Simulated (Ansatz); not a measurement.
Given:

BiB:
```cif
data_BBi
_chemical_formula_sum 'B1 Bi1'
_space_group_name_H-M_alt 'P 1'
_space_group_IT_number 1
_cell_length_a 3.71720
_cell_length_b 3.71720
_cell_length_c 3.71720
_cell_angle_alpha 60.000
_cell_angle_beta 60.000
_cell_angle_gamma 60.000
loop_
_space_group_symop_operation_xyz
  'x, y, z'
loop_
_atom_site_label
_atom_site_type_symbol
_atom_site_fract_x
_atom_site_fract_y
_atom_site_fract_z
_atom_site_occupancy
B1 B 0.00000 0.00000 0.00000 1
Bi1 Bi 0.50000 0.50000 0.50000 1
```

This is the r²SCAN-relaxed structure.

Problem. All from plane-wave PAW r²SCAN (Ansatz code), unless another level is named. Predict the Poisson's ratio.

Solution. 0.26.

Problem. And the elastic constants (relaxed ions, GPa)?

Solution. C11 = 168, C12 = 45.0, C44 = 44.0.

Space group Fm-3m (rock salt). The cell is a constructed one: a structure type filled with these elements; neither database checked (COD, Materials Project) lists it. Its standing as an ambient phase is unchecked. Symmetry was held in the r²SCAN relaxation; whether a distortion lowers the energy is not shown. As this level gives no gap, shear constants depend on the k-mesh and smearing (Fermi–Dirac, 0.1 eV here). Spin–orbit coupling is left out wherever it is not named.

Potentials: the later of the program's two PAW sets.
